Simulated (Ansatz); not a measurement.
# Ti3Ag, one cell by several methods

```xyz
4
Lattice="4.1870 0.0000 0.0000 0.0000 4.1870 0.0000 0.0000 0.0000 3.9500" Properties=species:S:1:pos:R:3 pbc="T T T"
Ti    0.0000    2.0935    1.9750
Ti    2.0935    0.0000    1.9750
Ti    2.0935    2.0935    0.0000
Ag    0.0000    0.0000    0.0000
```

Atoms are numbered in the order listed.

The cell comes from COD entry 1509562, which wasn't checked; take it as a given geometry.

Spin polarisation is left out, and whether a magnetic state lies lower isn't shown here.

Levels of theory: DFT, LDA, PAW with Ansatz's default frozen-core files, scalar-relativistic (Ansatz 0.2.0); DFT, LDA, all-electron PAW with datasets made for the crystal, scalar-relativistic (Ansatz 0.2.0); DFT, LDA, all-electron LAPW, scalar-relativistic (Ansatz 0.2.0).

For PAW: a Γ-centred 9×9×9 k mesh, Fermi–Dirac smearing of 0.08 eV, cutoff 420 eV, no spin polarisation; the PAW files were made with PBE, and the program remakes their frozen cores for this functional. The crystal-made all-electron datasets (AE datasets) take a cutoff of 260 eV at this cell. LAPW targets a basis error of 0.5 meV/atom. The Ansatz runs share mesh, smearing and spin set-up. Plane-wave (PAW) pressures include the program's estimate of the Pulay term.

Stress and pressure are positive in compression.

Spin–orbit coupling is left out, which moves gradients at and beside heavy atoms by some per cent and at worst by a factor of two.

In a metal, gradients converge slowly with the k mesh: the values move by tens of per cent from one mesh to another, at times in sign, so only the comparison on one mesh counts.

Levels count from the Fermi level.

```csv
quantity,PAW,AE datasets,LAPW
pressure (GPa),-9.89,-9.89,-9.89
stress xx (GPa),-10.60,-10.60,-10.61
stress zz (GPa),-8.46,-8.46,-8.46
highest filled level at Z (eV),-0.557,-0.558,-0.558
lowest empty level at Z (eV),0.720,0.721,0.721
highest filled level at X (eV),-0.368,-0.368,-0.368
lowest empty level at X (eV),0.757,0.758,0.758
largest principal field gradient Vzz at Ti3 (10²¹ V/m²),?,?,–
```

Q: Give the missing entry: row "largest principal field gradient Vzz at Ti3 (10²¹ V/m²)", column "PAW".

A: -1.03.

Q: What belongs in the row "largest principal field gradient Vzz at Ti3 (10²¹ V/m²)", column "AE datasets"?

A: -1.15.
